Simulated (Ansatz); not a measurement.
## I-127 NMR of the central transition in MgI2

Cell: a measured structure from the Crystallography Open Database (COD) whose atoms were relaxed with PBE, the cell held.

```
Mg I
1.0
     4.15370    0.00000    0.00000
    -2.07685    3.59721    0.00000
     0.00000    0.00000    6.86200
Mg I
1 2
Direct
  0.00000 0.00000 0.00000
  0.33333 0.66667 0.75661
  0.66667 0.33333 0.24339
```

Sites (sets of like atoms) are named by element and the number of their first atom in this list.

Method: Kohn–Sham DFT in Ansatz, r2SCAN, plane waves and PAW, scalar-relativistic, 500 eV cutoff, Γ-centred 8×8×4 k-points, Fermi–Dirac smearing 0.02 eV.

I-127 has I = 5/2 and Q = -688.2 mb (Pyykkö 2018); at 11.7 T its Larmor frequency is ν₀ = 100.4 MHz (from the bare nuclear moment; shielding lowers the observed one by a per cent or two). Only the quadrupole interaction is simulated: positions count from each site's isotropic chemical shift, and shift anisotropy, dipolar and J coupling are left out.

(1) Simulate the second-order pattern (static powder, Gaussian broadening 90 kHz) of site I (3 Mg at 2.92 Å).

Answers

(1) The calculation gives C_Q = 72.5 MHz and η = 0.00, so ν_Q = 10.9 MHz and the centre of gravity lies at -3131 ppm (-314 kHz).

| offset (kHz) | height |
| --- | --- |
| -1138.7 | 6 |
| -1059.6 | 79 |
| -980.5 | 100 |
| -901.4 | 65 |
| -822.3 | 51 |
| -743.2 | 45 |
| -664.1 | 41 |
| -585.0 | 38 |
| -505.9 | 36 |
| -426.8 | 35 |
| -347.7 | 34 |
| -268.7 | 33 |
| -189.6 | 33 |
| -110.5 | 32 |
| -31.4 | 31 |
| 47.7 | 27 |
| 126.8 | 27 |
| 205.9 | 29 |
| 285.0 | 32 |
| 364.1 | 36 |
| 443.2 | 46 |
| 522.3 | 71 |
| 601.4 | 56 |
| 680.5 | 4 |

An axis of threefold or higher order runs through I, so V_zz lies along it and η is zero.

Without spin–orbit coupling the gradients at and beside I can be off by some per cent, at some sites by more. With these PAW files V_zz is typically within 2 to 3 % of all-electron values, but misses above 10 % occur on I.
